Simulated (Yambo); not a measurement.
BSE-type run in Yambo on CsH (rock salt, space group Fm-3m, No. 225), at zero momentum.

Quantum ESPRESSO step (LDA, PseudoDojo standard norm-conserving files, scalar-relativistic):
```
&CONTROL
  calculation = 'nscf'
  pseudo_dir = './pseudo'
  outdir = './out'
/
&SYSTEM
  ibrav = 0
  nat = 2
  ntyp = 2
  ecutwfc = 74.0
  ecutrho = 296.0
  occupations = 'fixed'
  force_symmorphic = .true.
  nbnd = 33
/
&ELECTRONS
  conv_thr = 2e-09
  diago_full_acc = .true.
  diago_thr_init = 1e-08
/
ATOMIC_SPECIES
H 1.0080 H.upf
Cs 132.9055 Cs.upf
CELL_PARAMETERS angstrom
  0.000000000000   3.191255000000   3.191255000000
  3.191255000000   0.000000000000   3.191255000000
  3.191255000000   3.191255000000   0.000000000000
ATOMIC_POSITIONS crystal
H   0.500000000000   0.500000000000   0.500000000000
Cs   0.000000000000   0.000000000000   0.000000000000
K_POINTS automatic
8 8 8 0 0 0
```

Yambo input:
```
rim_cut
optics
bse
bss
dipoles
tddft
RandQpts= 1000000
RandGvec= 1 Ry
FFTGvecs= 40 Ry
BSKmod= "ALDA"
BSEmod= "resonant"
BSSmod= "hs"
BSENGexx= 15 Ry
% KfnQP_E
 2.271 | 1.0 | 1.0 |
%
% BSEQptR
 1 | 1 |
%
% BSEBands
 5 | 11 |
%
% BEnRange
 0.0 | 12.6 | eV
%
% BDmRange
 0.15 | 0.15 | eV
%
BEnSteps= 252
% BLongDir
 1.0 | 0.0 | 0.0 |
%
BSHayTrs= -0.02
BSSNEig= 24
WRbsWF
```

From the report:

The dimension is k points × valence × conduction bands = 512 × 1 × 6 = 3072.
```
  [SLEPC] Approach                          : Krylov-Schur
  [SLEPC] Number of requested eigenvalues   :  24
  [SLEPC] Number of eigenvalues        [NEV]:  24
   [K] Dimension                                    :  3072
   [K] Bands                                        :   5  11
   [K] Exchange res                                 : yes
   [K] Correlation res                              : no
   [K] W interaction is bare                        : no
   [K] RL vectors exchange                          :   459
```

Geometry of the Materials Project entry, not relaxed at this level.
